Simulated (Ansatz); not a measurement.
## TiO₂: gradients before and after relaxing the atoms

Start: an entry of the Crystallography Open Database (COD), taken as it stands.

```
CELL_PARAMETERS angstrom
5.15700 0.00000 0.00000
0.00000 9.19100 0.00000
0.00000 0.00000 5.46300
ATOMIC_POSITIONS crystal
Ti 0.13720 0.12890 0.90080
Ti 0.63720 0.37110 0.09920
Ti 0.86280 0.62890 0.59920
Ti 0.36280 0.87110 0.40080
Ti 0.86280 0.87110 0.09920
Ti 0.36280 0.62890 0.90080
Ti 0.13720 0.37110 0.40080
Ti 0.63720 0.12890 0.59920
O 0.81620 0.00980 0.85100
O 0.31620 0.49020 0.14900
O 0.18380 0.50980 0.64900
O 0.68380 0.99020 0.35100
O 0.18380 0.99020 0.14900
O 0.68380 0.50980 0.85100
O 0.81620 0.49020 0.35100
O 0.31620 0.00980 0.64900
O 0.46380 0.23120 0.88840
O 0.96380 0.26880 0.11160
O 0.53620 0.73120 0.61160
O 0.03620 0.76880 0.38840
O 0.53620 0.76880 0.11160
O 0.03620 0.73120 0.88840
O 0.46380 0.26880 0.38840
O 0.96380 0.23120 0.61160
```

Atoms are numbered from 1 in the order listed; like atoms form one site, named after its first atom.

All values are calculated (Ansatz; DFT, PBE, plane waves and PAW (field gradients read without the response of the frozen cores, which leaves them typically 4 to 6 % off), scalar-relativistic, 420 eV cutoff, Γ-centred 4×3×4 k-points, Fermi–Dirac smearing 0.02 eV), not measured.

The largest force at the start is 0.13 eV/Å. Relaxing the ions at fixed cell moves them by 0.027 Å at most (atom 3, Ti) and 0.020 Å rms.

```
site  atom  moved (Å)   first shell before    first shell after  V_zz before (10²¹ V/m²)  η before
  Ti     1      0.027   6 O at 1.88–2.04 Å   6 O at 1.86–2.07 Å                    -1.72      0.88
  O9     9      0.001  3 Ti at 1.88–2.00 Å  3 Ti at 1.86–2.02 Å                     2.11      0.83
 O17    17      0.021  3 Ti at 1.93–2.04 Å  3 Ti at 1.92–2.07 Å                    -2.46      0.92
```

**Question.** How do the gradients change?

**Answer.** 

```
site  atom  V_zz after  η after  change of V_zz
  Ti     1        1.98     0.92               –
  O9     9        2.10     0.86           -0.01
 O17    17       -2.50     0.84           -0.04
```

The largest change of V_zz along a kept axis is on O17, from -2.46 to -2.50. The whole tensor moves most on Ti, by 0.39 along its most changed direction. In per cent, |V_zz| changes by 0 to +2 on O (all sites that start above 0.5, bar those whose gradient vanishes or changes sign or whose main axis turns by over 40°). On Ti the largest principal value lies along another axis in the second run, so the two V_zz can't be compared directly.
